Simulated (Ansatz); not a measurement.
Each is relaxed and computed with r²SCAN (plane waves, PAW; program Ansatz). Which is the only metal?
(A) BN, P6_3mc (B on 2a, B on 2b, N on 2a, N on 2b)
(B) La2SiO5, P2_1/c (Pearson symbol mP32)
(C) LaTeCl, P4/nmm (La on 2c, Te on 2c, Cl on 2a)
(D) LaB2Rh3, P6/mmm (Rh on 3g, La on 1a, B on 2c)

D, LaB2Rh3, P6/mmm (Rh on 3g, La on 1a, B on 2c). LaB2Rh3: metal; LaTeCl: gap 0.98 eV (direct); BN: gap 6.08 eV (indirect); La2SiO5: gap 5.11 eV (indirect). Built on a structure type that need not be the filed one of that space group: BN, P6_3mc (B on 2a, B on 2b, N on 2a, N on 2b). Not the usual ambient phase: BN, P6_3mc (B on 2a, B on 2b, N on 2a, N on 2b). Standing as an ambient phase not checked: LaB2Rh3, P6/mmm (Rh on 3g, La on 1a, B on 2c); LaTeCl, P4/nmm (La on 2c, Te on 2c, Cl on 2a); La2SiO5, P2_1/c (Pearson symbol mP32). All cells were relaxed under the symmetry of their starts (and spin orders); stability against distortions was not tested throughout. Rows with no word on spin ran without spin polarisation. Spin–orbit coupling is left out wherever it is not named.

Potentials: the later of the program's two PAW sets.
